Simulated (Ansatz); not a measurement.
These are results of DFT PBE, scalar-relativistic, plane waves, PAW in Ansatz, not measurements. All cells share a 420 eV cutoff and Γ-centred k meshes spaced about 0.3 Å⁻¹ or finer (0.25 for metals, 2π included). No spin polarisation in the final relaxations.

Temperature and zero-point effects are left out. All come from trial cells, and lower structures may exist.

Question: Order these relaxed structures of Nb₂WSe₅ by energy, lowest first, with the energy over the lowest of them.
A.

```
CELL_PARAMETERS angstrom
3.39123 0.00000 0.00000
-1.69561 2.93689 0.00000
0.00000 0.00000 18.32835
ATOMIC_POSITIONS crystal
Nb 0.33333 0.66667 0.59620
Nb 0.33333 0.66667 0.40380
W 0.00000 0.00000 0.00000
Se 0.33333 0.66667 0.90982
Se 0.33333 0.66667 0.09018
Se 0.00000 0.00000 0.50000
Se 0.00000 0.00000 0.68935
Se 0.00000 0.00000 0.31065
```

B.

```
CELL_PARAMETERS angstrom
1.71679 -7.45637 0.00000
1.71679 7.45637 0.00000
0.00000 0.00000 16.08380
ATOMIC_POSITIONS crystal
Nb 0.23045 0.76955 0.10956
Nb 0.23045 0.76955 0.39044
Nb 0.76955 0.23045 0.60956
Nb 0.76955 0.23045 0.89044
W 0.72307 0.27693 0.25000
W 0.27693 0.72307 0.75000
Se 0.60296 0.39704 0.13885
Se 0.60296 0.39704 0.36115
Se 0.34500 0.65500 0.25000
Se 0.84528 0.15472 0.45837
Se 0.84528 0.15472 0.04163
Se 0.39704 0.60296 0.63885
Se 0.39704 0.60296 0.86115
Se 0.65500 0.34500 0.75000
Se 0.15472 0.84528 0.54163
Se 0.15472 0.84528 0.95837
```

C.

```
CELL_PARAMETERS angstrom
3.33872 0.00000 0.00000
-1.66936 2.89141 0.00000
0.00000 0.00000 19.33806
ATOMIC_POSITIONS crystal
Nb 0.00000 0.00000 0.59956
Nb 0.66667 0.33333 0.39674
W 0.00000 0.00000 0.00308
Se 0.33333 0.66667 0.91662
Se 0.33333 0.66667 0.08955
Se 0.33333 0.66667 0.49815
Se 0.66667 0.33333 0.68897
Se 0.00000 0.00000 0.30733
```

Answer: A (0 meV/atom), B (117 meV/atom), C (158 meV/atom). Forms: A P-6m2; B Cmcm; C P3m1. Counting Se atoms around Nb and W (those within 1.25 times the shortest such distance or 1.15 times the sum of covalent radii): A has Nb 6, W 6; B has Nb 6, W 4; C has Nb 6, W 6.

No dispersion correction is applied, so the spacing and binding between layers, chains or molecules are poorly described (P-6m2, Cmcm, P3m1), and this can change margins and order among such cells. Spin–orbit coupling, which can matter for W, is left out. With atoms moved at random, P-6m2 came back. Without a clear test, and held by symmetry: Cmcm and P3m1.

Some types were kept out of the candidates beforehand, so the set may lack a known form.
